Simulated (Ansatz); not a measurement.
Given:

Ga:
```cif
data_Ga8
_chemical_formula_sum 'Ga8'
_space_group_name_H-M_alt 'Cmcm'
_space_group_IT_number 63
_space_group_name_Hall '-C 2c 2'
_cell_length_a 7.62264
_cell_length_b 4.61619
_cell_length_c 4.55670
_cell_angle_alpha 90.000
_cell_angle_beta 90.000
_cell_angle_gamma 90.000
loop_
_atom_site_label
_atom_site_type_symbol
_atom_site_symmetry_multiplicity
_atom_site_Wyckoff_symbol
_atom_site_fract_x
_atom_site_fract_y
_atom_site_fract_z
_atom_site_occupancy
Ga1 Ga 8 g 0.16290 0.16809 0.25000 1
```
(The calculation used a cell of 4 atoms; values per cell refer to that cell.)

This is the r²SCAN-relaxed structure.

### Question
All from plane-wave PAW r²SCAN (Ansatz code), unless another level is named. Give the bulk modulus (Birch–Murnaghan fit).

### Answer
546 kbar.

### Question
What about the highest zone-centre frequency?

### Answer
246 cm⁻¹.

The first step of the workflow began from a Materials Project structure, measured or hypothetical; the Crystallography Open Database files this formula in space group No. 63, but the cells were not matched. It is not the phase usual at ambient conditions (space group No. 64). The cell was relaxed with r²SCAN under the symmetry of its start; of distortions, only those at the zone centre were tested. As this level gives no gap, phonon frequencies hold no LO–TO term and depend on the k-mesh and smearing (Fermi–Dirac, 0.1 eV here).

Potentials: the earlier of the program's two PAW sets.
